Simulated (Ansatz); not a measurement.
Cu (fcc, Cu type)

```
CELL_PARAMETERS angstrom
      0.00000     1.78951     1.78951
      1.78951     0.00000     1.78951
      1.78951     1.78951     0.00000
ATOMIC_POSITIONS crystal
  Cu 0.00000 0.00000 0.00000
```

The slice is a {110} plane (indices of the conventional cell) through the point (0.000, 0.000, 0.000) (fractional), spanned by u = [100] and v = [1 -1 -1] in vectors of this cell: u (2.53 Å) and v (3.58 Å, at 90° to u). It covers one period; positions are fractions (u, v).

All values below come from r2SCAN (plane waves to 500 eV, PAW, scalar-relativistic; Ansatz, a program for electronic structure). k mesh 22×22×22. These are valence fields of a PAW run, semicore shells included where kept as valence: close to a nucleus they are smooth pseudo fields. Cu is run without spin polarisation. Cu was relaxed with its symmetry unable to fall. The PAW data are Ansatz's earlier set.

### Question
What is the ELF at the midpoint of the shortest Cu–Cu line in this plane (2.53 Å)?

### Answer
0.22.

### Question
What is the valence density on the shortest Cu–Cu line in this plane (2.53 Å), at its midpoint?

### Answer
0.28 e/Å³.

### Question
Sketch the electron localisation function (ELF) on this plane as a map.

### Answer
```
|xxxxxxxx..    ....--==--....    ..xxxxxx|
|xxxxxxxx      ....--==--....      xxxxxx|
|xxxxxx..      ..::==++==::..      ..xxxx|
|....        ....--++##++--....        ..|
|          ....::==##%%##==::....        |
|        ....::==**%%@@%%**==::....      |
|      ....::--**%%@@@@@@%%**--::....    |
|    ....::==**##%%@@@@@@%%##**==::....  |
|....::--==**##%%%%%%%%%%%%%%##**==--::..|
|----==++**######################**++==--|
|++++++************++++++************++++|
|**************++++======++++************|
|**********++++==============++++********|
|********++++++==============++++++******|
|**********++++==============++++********|
|**************++++======++++************|
|++++++************++++++************++++|
|----==++**######################**++==--|
|....::--==**##%%%%%%%%%%%%%%##**==--::..|
|    ....::==**##%%@@@@@@%%##**==::....  |
|      ....::--**%%@@@@@@%%**--::....    |
|        ....::==**%%@@%%**==::....      |
|          ....::==##%%##==::....        |
|....        ....--++##++--....        ..|
|xxxxxx..      ..::==++==::..      ..xxxx|
|xxxxxxxx      ....--==--....      xxxxxx|
|xxxxxxxx..    ....--==--....    ..xxxxxx|
|xxxxxxxx..    ....::==::....    ..xxxxxx|
```
Scale: ten equal steps from 0.14 (start of ' ') to 0.33 (end of '@'), in the order ' .:-=+*#%@'. Values: electron localisation function (ELF). The map has 20 points along u (two characters each, u = 0 at the left) and 28 along v (v = 0 in the bottom row). Points within 0.5 Å of a nucleus are blanked (x), as the pseudised field means little there.
